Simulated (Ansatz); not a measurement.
Data:

Ir (diamond, Fd-3m), a = b = c = 5.506 Å, α = β = γ = 90.00°; the cell used has 2 atoms.

This is the PBEsol-relaxed structure.

Q: All from DFT-PBEsol in the program Ansatz with PAW potentials, unless another level is named. Estimate the density of states at the Fermi level.

A: 1.0 states/eV per atom (mean over ±0.08 eV).

Q: What about the gap with spin–orbit coupling?

A: none (metallic).

The start of the workflow was typed in or built on a structure type; neither database checked (COD, Materials Project) lists it. It is not the phase usual at ambient conditions (space group No. 225). The PBEsol relaxation kept the symmetry of its start; of distortions, only those at the zone centre were tested. The run is not spin-polarised. Spin–orbit coupling is left out wherever it is not named.

Potentials: the later of the program's two PAW sets.
